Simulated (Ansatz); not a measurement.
## How far do frozen cores hold at 0.4 of the volume?

Ansatz 0.2.0 under PBEsol, scalar-relativistic: all-electron LAPW against the default frozen-core PAW files (made under PBE) and norm-conserving files, on the same cells and meshes. Each crystal is compressed to 0.4 of its own relaxed volume, with k spacings near 0.17 Å⁻¹ and smearing of 0.05 to 0.1 eV; spin polarisation is left out. The structure types needn't be the stable ones.

Question: For which of Be (fcc), As (sc), I (fcc), Au (bcc), Ru (sc), Au (sc) does the PAW pressure depart most from LAPW, and by how much?

Answer: Be (fcc), by +0.29 %. All values:

```tsv
crystal	V (Å³/atom)	P LAPW (GPa)	PAW − LAPW (%)	energy rise, PAW − LAPW (meV/atom)	norm-conserving − LAPW (%)
Be (fcc)	3.12	513.1	0.29	19	1.94
As (sc)	7.79	598.3	0.13	7	-0.14
I (fcc)	12.72	290.2	-0.01	-5	-1.91
Au (bcc)	6.82	1770	-0.04	4	-0.06
Ru (sc)	6.11	1759	0.00	-9	1.70
Au (sc)	7.82	1363	-0.20	-18	-0.09
```
